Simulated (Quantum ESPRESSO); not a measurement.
Field gradients of HfO2 from PBE PAW (JTH datasets; density from pw.x of a modified build of Quantum ESPRESSO, gradients reconstructed from it by a script), 22.5 Ha, k-mesh 5×5×4 through Γ:

```
HfO2
1.0
    5.15010     0.00000     0.00000
    0.00000     5.18520     0.00000
   -0.83085     0.00000     5.27679
Hf O
4 8
Direct
  0.27468   0.04212   0.20835
  0.72532   0.54212   0.29165
  0.72532   0.95788   0.79165
  0.27468   0.45788   0.70835
  0.06638   0.32567   0.35174
  0.93362   0.82567   0.14826
  0.93362   0.67433   0.64826
  0.06638   0.17433   0.85174
  0.45005   0.75702   0.47436
  0.54995   0.25702   0.02564
  0.54995   0.24298   0.52564
  0.45005   0.74298   0.97436
```
The cell was made here from an entry of the Crystallography Open Database (unchecked): atoms relaxed with PBE in the measured cell (PBE without dispersion, pw.x of Quantum ESPRESSO, symmetry kept).  Stability against distortions was not tested. The run has no spin polarisation.

Vzz is the sum of three terms, each taken along its main axis: the smooth valence density, the ions (nucleus and frozen core) with the augmentation charges of all other spheres, and the all-electron minus smooth density in the atom's own sphere. The split hangs on the datasets.  Cores are frozen. Against all-electron runs on small test molecules, this scheme's |Vzz| missed by −2 to +6 % on O. Hf had no test against all-electron runs. Spin–orbit coupling is left out, a limit on Hf. Where η passes 0.9 the sign of Vzz means little.

| site | smooth valence density | ions and other spheres | own sphere | Vzz (a.u.) |
|---|---|---|---|---|
| Hf (atoms 1, 2, 3, 4) | 0.032 | -0.028 | ___ | ___ |
| O2 (atoms 9, 10, 11, 12) | 0.029 | -0.004 | ___ | ___ |

Q: Complete the blanks.

A: 
- Hf (atoms 1, 2, 3, 4), own sphere: 1.097
- Hf (atoms 1, 2, 3, 4), Vzz (a.u.): 1.100
- O2 (atoms 9, 10, 11, 12), own sphere: 0.086
- O2 (atoms 9, 10, 11, 12), Vzz (a.u.): 0.111
